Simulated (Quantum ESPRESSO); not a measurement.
Al2ZnSiN4, a curve over one atom's position

Computed values, not a measurement. The program is pw.x of Quantum ESPRESSO 7.5 (plane-wave density functional theory). The cell is made up: 8 atoms on a wurtzite lattice, with randomly drawn elements, strain and displacements, not relaxed. PseudoDojo standard norm-conserving files (v0.5 for PBE, v0.4.1 for LDA and PBEsol) set the functional; there is no spin polarisation, spin-orbit coupling or dispersion term, and the masses in the input are unused placeholders.

Seven runs move atom 7 (N, counted in the order of the input) along x and keep all else fixed.

Input of the run at -0.0063:

```
&control calculation='scf', pseudo_dir='./dojo.nc.sr.pbe.v0_5.standard.upf', outdir='./o', disk_io='medium', tprnfor=.true., tstress=.true. /
&system ibrav=0, nat=8, ntyp=4, nbnd=31, ecutwfc=84.00895049, nosym=.true., tot_charge=0,
 occupations='smearing', smearing='fd', degauss=0.0018374661
/
&electrons conv_thr=7.350e-09, electron_maxstep=60, /
ATOMIC_SPECIES
Al 1.0 Al.upf
N 1.0 N.upf
Si 1.0 Si.upf
Zn 1.0 Zn.upf
CELL_PARAMETERS angstrom
3.1242 -0.0186 0.0337
-0.0321 5.3802 -0.0311
0.055 -0.0293 5.1278
ATOMIC_POSITIONS angstrom
Al 0.1955 0.1698 -0.1477
Zn 1.4695 2.7087 0.0345
Al 1.522 0.9725 2.6357
Si 0.0336 3.6331 2.4372
N -0.0886 -0.0415 2.008
N 1.5608 2.6468 1.992
N 1.7404 0.9534 4.4571
N -0.1306 3.453 4.5641
K_POINTS automatic
6 4 4 1 1 1
```

| shift of atom 7 along x (Å) | free energy less that of the input shown (eV) | Fx on atom 7 (eV/Å) | Fy on atom 7 (eV/Å) | Fz on atom 7 (eV/Å) | pressure (GPa) | iterations |
| --- | --- | --- | --- | --- | --- | --- |
| -0.1146 | 0.2294 | 3.407 | -1.735 | -0.735 | 5.27 | 13 |
| -0.0063 | 0.0000 | 0.894 | -2.465 | -0.216 | 3.52 | 13 |
| +0.0124 | -0.0129 | 0.491 | -2.504 | -0.183 | 3.32 | 13 |
| +0.0618 | -0.0114 | -0.552 | -2.496 | -0.168 | 2.95 | 13 |
| +0.0792 | 0.0014 | -0.918 | -2.456 | -0.188 | 2.87 | 13 |
| +0.0902 | 0.0128 | -1.149 | -2.420 | -0.207 | 2.83 | 13 |
| +0.1025 | 0.0285 | -1.408 | -2.371 | -0.235 | 2.81 | 13 |

A cubic fit gives dFx/dx = -21.57 eV/Å² at zero shift. Across the table the free energy follows the integral of the force to within 0.1 meV. A rerun of one of the cells at 1437 eV and a 8 x 6 x 6 mesh moved values by no more than 0.002 eV in energy, 0.03 GPa in stress and 0.005 eV/Å in force.